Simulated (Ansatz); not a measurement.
**How far is PAW off for CdS?**

```
CELL_PARAMETERS angstrom
4.19598 0.00000 0.00000
-2.09799 3.63382 0.00000
0.00000 0.00000 6.83072
ATOMIC_POSITIONS crystal
Cd 0.33333 0.66667 0.99979
Cd 0.66667 0.33333 0.49979
S 0.33333 0.66667 0.37621
S 0.66667 0.33333 0.87621
```

Atom numbers follow the list: Cd1, Cd2, S3, S4.

The structure comes from a relaxation in the same program, started in the wurtzite type, and has space group P6_3mc. Whether it is a known phase or the ground state wasn't checked.

Levels of theory: DFT, PBE, PAW with Ansatz's default frozen-core files, scalar-relativistic (Ansatz 0.2.0); DFT, PBE, all-electron PAW with datasets made for the crystal, scalar-relativistic (Ansatz 0.2.0); DFT, PBE, all-electron LAPW, scalar-relativistic (Ansatz 0.2.0).

For PAW: a Γ-centred 11×11×6 k mesh, Fermi–Dirac smearing of 0.05 eV, cutoff 420 eV, no spin polarisation. The crystal-made all-electron datasets (AE datasets) take a cutoff of 240 eV at this cell. LAPW targets a basis error of 1 meV/atom. The Ansatz runs share mesh, smearing and spin set-up. Plane-wave (PAW) pressures include the program's estimate of the Pulay term.

Stress and pressure are positive in compression.

Spin–orbit coupling is left out, which moves gradients at and beside heavy atoms by some per cent and at worst by a factor of two.

Levels count from the top of the valence band.

```tsv
quantity	PAW	AE datasets	LAPW
pressure (GPa)	0.00	0.02	0.03
band gap (eV)	1.111	1.111	1.112
highest filled level at L (eV)	-1.227	-1.226	-1.226
lowest empty level at L (eV)	3.454	3.455	3.455
highest filled level at A (eV)	-0.358	-0.358	-0.358
lowest empty level at A (eV)	2.756	2.756	2.756
highest filled level at M (eV)	-0.692	-0.692	-0.692
lowest empty level at M (eV)	3.615	3.616	3.616
field gradient Vzz at Cd1 (10²¹ V/m²)	0.26	0.26	–
```

PAW's pressure differs from the LAPW value by -0.03 GPa. Datasets made for the crystal and LAPW share parts of one code, so their agreement isn't an independent check.
